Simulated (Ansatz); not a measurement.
Here is the system:

IrO2 (rutile)

Space group P4₂/mnm (No. 136); a = b = 4.4718 Å, c = 3.1536 Å, α = β = γ = 90.00°

```json
[
 {"atom": "Ir", "site": "2a", "symmetry": "m.mm", "x": "0.0000", "y": "0.0000", "z": "0.0000"},
 {"atom": "O", "site": "4f", "symmetry": "m.2m", "x": "0.3088", "y": "0.3088", "z": "0.0000"}
]
```

E(V) scan at fixed shape, V₀ the volume above. The atoms relax within the cell's symmetry.

Computed with PBEsol (plane waves to 420 eV, PAW, scalar-relativistic; Ansatz, a first-principles code). k mesh 11×11×15 (Γ-centred), Fermi-Dirac smearing 0.05 eV. Energies are smeared free energies. Stress and pressure are positive under compression. With the shape held, the modulus is that of even scaling; a crystal free to change shape is softer. IrO2 is run without spin polarisation and with no Hubbard U. IrO2 was relaxed with its symmetry unable to fall. Spin-orbit coupling is left out, though Ir is heavy. The zero of ΔE is the relaxed starting cell.

The scan covers V/V₀ from 0.900 to 1.100 in 13 points.

What is the fitted pressure derivative B₀′?

4.8.

What bulk modulus at fixed cell shape B₀ follows from a third-order Birch-Murnaghan fit?

306 GPa.

(A scan under strain: stresses follow from slopes of the energy per volume, elastic moduli from its curvatures.)
